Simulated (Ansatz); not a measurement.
Re:
```cif
data_Re2
_chemical_formula_sum 'Re2'
_space_group_name_H-M_alt 'P 1'
_space_group_IT_number 1
_cell_length_a 2.77539
_cell_length_b 2.77539
_cell_length_c 4.48293
_cell_angle_alpha 90.000
_cell_angle_beta 90.000
_cell_angle_gamma 120.000
loop_
_space_group_symop_operation_xyz
  'x, y, z'
loop_
_atom_site_label
_atom_site_type_symbol
_atom_site_fract_x
_atom_site_fract_y
_atom_site_fract_z
_atom_site_occupancy
Re1 Re 0.33333 0.66667 0.75000 1
Re2 Re 0.66667 0.33333 0.25000 1
```

Relaxed with the program Ansatz at the PBE level (PAW). Indices refer to the conventional cell of P6_3/mmc, a = b = 2.7754 Å, c = 4.4829 Å, α = β = 90.00°, γ = 120.00°.

Question: Simulate the powder diffraction pattern (neutron, λ = 1.5401 Å; lines above 1 %) up to 2θ = 90°.

Answer: Simulated powder pattern, neutron, λ = 1.5401 Å (kinematic, ideal powder, no thermal factors, coherent scattering alone; the 30 strongest lines at most, above 1 %, up to 2θ = 90°):

| 2θ (°) | d (Å) | I/Imax (%) | hkl |
|---|---|---|---|
| 37.37 | 2.404 | 21 | (1 0 -1 0) |
| 40.19 | 2.241 | 25 | (0002) |
| 42.63 | 2.118 | 100 | (1 0 -1 1) |
| 56.04 | 1.639 | 21 | (1 0 -1 2) |
| 67.41 | 1.388 | 32 | (1 1 -2 0) |
| 74.72 | 1.269 | 42 | (1 0 -1 3) |
| 79.70 | 1.202 | 6.5 | (2 0 -2 0) |
| 81.48 | 1.180 | 51 | (1 1 -2 2) |
| 83.12 | 1.161 | 37 | (2 0 -2 1) |
| 86.80 | 1.121 | 8.0 | (0004) |

The PBE relaxation kept the symmetry of its start. The run is not spin-polarised. Axis ratios of metals converge slowly with the k-mesh, so a and c are less sure than the volume. Spin–orbit coupling is left out wherever it is not named.

Potentials: the earlier of the program's two PAW sets.
